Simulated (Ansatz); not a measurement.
Data:

GeTePb₂Se₂:
```cif
data_GePb2Se2Te
_chemical_formula_sum 'Ge1 Te1 Pb2 Se2'
_space_group_name_H-M_alt 'P 1'
_space_group_IT_number 1
_cell_length_a 4.28806
_cell_length_b 4.28806
_cell_length_c 10.89523
_cell_angle_alpha 90.000
_cell_angle_beta 90.000
_cell_angle_gamma 120.000
loop_
_space_group_symop_operation_xyz
  'x, y, z'
loop_
_atom_site_label
_atom_site_type_symbol
_atom_site_fract_x
_atom_site_fract_y
_atom_site_fract_z
_atom_site_occupancy
Ge1 Ge 0.00000 0.00000 0.00189 1
Te1 Te 0.66667 0.33333 0.86519 1
Pb1 Pb 0.66667 0.33333 0.31074 1
Pb2 Pb 0.33333 0.66667 0.65023 1
Se1 Se 0.33333 0.66667 0.16600 1
Se2 Se 0.00000 0.00000 0.50594 1
```

This is the r²SCAN+D4-relaxed structure.

### Question
All from plane-wave PAW r²SCAN+D4 (Ansatz code), unless another level is named. Give the electron effective mass.

### Answer
0.15, 0.18, 0.30 mₑ (principal values).

### Question
Next, the formation energy from the elements (no fitted shifts)?

### Answer
-42 kJ/mol-atom.

### Question
And the band gap?

### Answer
0.85 eV (direct).

### Question
What about the valence-band maximum?

### Answer
at L.

Space group P3m1. The workflow started from a Materials Project entry (that database holds measured and hypothetical structures alike); the Crystallography Open Database copy checked does not list it. Its standing as an ambient phase is unchecked. The cell was relaxed with r²SCAN+D4 under the symmetry of its start; its stability against distortions is not shown here. The references are the lowest solids computed at this level, not always the standard phases. Scalar-relativistic: spin–orbit coupling is off unless named, which matters more the heavier the elements.

Potentials: the later of the program's two PAW sets.
